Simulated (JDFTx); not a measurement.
Input for JDFTx (a modified build): tetraarsenic, As4 (SMILES [As]12[As]3[As]1[As]23), charge 0, multiplicity 1, SCCS (g09 parameters), water, 1 M NaF; lengths in bohr, energies in hartree. The run starts from orbitals saved by an earlier run of the same system.

```
lattice \
  18.8972612463 0.0000000000 0.0000000000 \
  0.0000000000 18.8972612463 0.0000000000 \
  0.0000000000 0.0000000000 18.4248297151
coords-type Cartesian
ion As -0.4963642288 -2.2115340573 1.9535409369 0
ion As -1.1228853028 2.2115340573 1.3218364639 0
ion As -2.1603618094 -0.7060214566 -1.9535409369 0
ion As 2.1603618094 0.0569618741 -0.8972148677 0
ion-species pseudo/as_pbe_v1.upf
elec-cutoff 20 100
elec-ex-corr gga-PBE
symmetries none
elec-n-bands 10
electronic-minimize nIterations 150 energyDiffThreshold 1e-7
fluid LinearPCM
pcm-variant SCCS_g09
fluid-solvent H2O
fluid-cation Na+ 1
fluid-anion F- 1
fluid-minimize nIterations 400 knormThreshold 1e-11
wavefunction read s0.wfns 13
dump-name s2.$VAR
dump End State Ecomponents EigStats BandEigs Forces ElecDensity IonicPositions FluidDebug
```

The log closes as follows.

```
[...]
ElecMinimize: Iter:   4  Etot: -25.669251519026965  |grad|_K:  2.932e-07  alpha:  1.718e+00  linmin: -2.124e-02
ElecMinimize: Iter:   5  Etot: -25.669251563452445  |grad|_K:  1.533e-07  alpha:  1.809e+00  linmin: -2.914e-02
ElecMinimize: Iter:   6  Etot: -25.669251574136844  |grad|_K:  8.021e-08  alpha:  1.579e+00  linmin: -8.355e-06
ElecMinimize: Converged (|Delta Etot|<1.000000e-07 for 2 iters).

# Ionic positions in cartesian coordinates:
ion As  -0.496364228800000  -2.211534057300000   1.953540936900000 0
ion As  -1.122885302800000   2.211534057300000   1.321836463900000 0
ion As  -2.160361809400000  -0.706021456600000  -1.953540936900000 0
ion As   2.160361809400000   0.056961874100000  -0.897214867700000 0

# Forces in Cartesian coordinates:
force As  -0.001012981927329  -0.026615901367535   0.024509223711264 0
force As  -0.009092047466106   0.030720817795559   0.015966092308626 0
force As  -0.022685883230709  -0.006972419391599  -0.027374039587021 0
force As   0.032820153485343   0.002858440401616  -0.013092284909684 0

# Energy components:
   A_diel =        0.0004796948678324
   Eewald =        3.9556508053073967
       EH =       24.3595602188864717
     Eloc =      -40.4388705878923673
      Enl =      -13.9369984670240648
      Exc =      -63.0441110049623461
 Exc_core =       54.8423316825300162
       KE =        8.5927060841502154
-------------------------------------
     Etot =      -25.6692515741368439


	eMin: -0.712469 at state 0 ( [ +0.000000 +0.000000 +0.000000 ] spin 0 )
	HOMO: -0.219379 at state 0 ( [ +0.000000 +0.000000 +0.000000 ] spin 0 )
```

The run took 7 electronic cycles (a count that differs between repeats, as do the digits past 10⁻⁶ Ha); the highest occupied level lies at -5.97 eV from the bulk liquid; the total lies 0.01 eV from the vacuum run at this geometry. The continuum can't coordinate to the solute or react with it.
